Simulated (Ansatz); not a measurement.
Structures of Cu$_{3}$Os: which is lowest?

Plane-wave DFT in Ansatz with scalar-relativistic PAW potentials, cutoff 420 eV, Γ-centred meshes chosen by cell and gap, Gaussian smearing with energies taken to zero width. Every cell was relaxed (cell and atoms) in a run of its own, within the symmetry of its start. Functional: PBE.

Relaxed structures (starts from databases or built by putting these elements on another compound's sites):
A. Pm-3m, 4 atoms in the computed cell, a = 3.695 Å; sites (symmetry × multiplicity) Cu 4/mm.m × 3, Os m-3m × 1; start: built
B. P6_3/mmc, 8 atoms in the computed cell, a = 5.258 Å, c = 4.213 Å; sites (symmetry × multiplicity) Cu mm2 × 6, Os -6m2 × 2; start: built

Problem. Rank them by energy. Could pressure change the order?

Solution.
| structure | group | E − E(lowest) (meV/atom) | V (Å³/atom) | gap on mesh (eV) |
| --- | --- | --- | --- | --- |
| A | Pm-3m | 0.0 | 12.62 | 0.00 |
| B | P6_3/mmc | 20.1 | 12.61 | 0.00 |

A is lowest, 20 meV/atom under B. The two lowest differ in volume by under 3 %, too little for a first-order estimate of what pressure does to that pair (other pairs aren't weighed here); with rigid cells even 3 % in favour of the higher one would need about 8 GPa. Other structures may lie lower than all of these, and vibrations aren't counted.

Spin-orbit coupling is left out, which matters for the bands of heavy elements.